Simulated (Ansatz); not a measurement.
LiF (rock salt, Fm-3m), plane-wave PAW PBE (Ansatz code). The conduction-band minimum lies at Γ, with 1 equivalent valley. Second derivatives d²E/dk² of the lowest band at one valley (eV·Å²), along Cartesian directions:

| direction | d²E/dk² |
|---|---|
| [100] | 8.818 |
| [010] | 8.818 |
| [001] | 8.818 |
| [110] | 8.816 |
| [101] | 8.816 |
| [011] | 8.816 |

Question: Find the principal effective masses, the density-of-states mass and the conductivity mass.

Answer: Off-diagonal terms follow from H_xy = H[110] − (H_xx + H_yy)/2, and m*/mₑ = 7.620 eV·Å² over each eigenvalue: 0.86, 0.86, 0.86. One valley's DOS mass (m₁m₂m₃)^(1/3) = 0.86, conductivity mass 3/(Σ 1/mᵢ) = 0.86 mₑ.

Question: What effective density of states Nc follows at 300 K for parabolic valleys?

Answer: Nc = 2.509e19 × 1 × (0.86)^(3/2) ≈ 2.0e19 cm⁻³.

Symmetry was held in the PBE relaxation.

Potentials: the later of the program's two PAW sets.

Edges and masses are those of Kohn–Sham bands, whose gap is no quasiparticle gap.
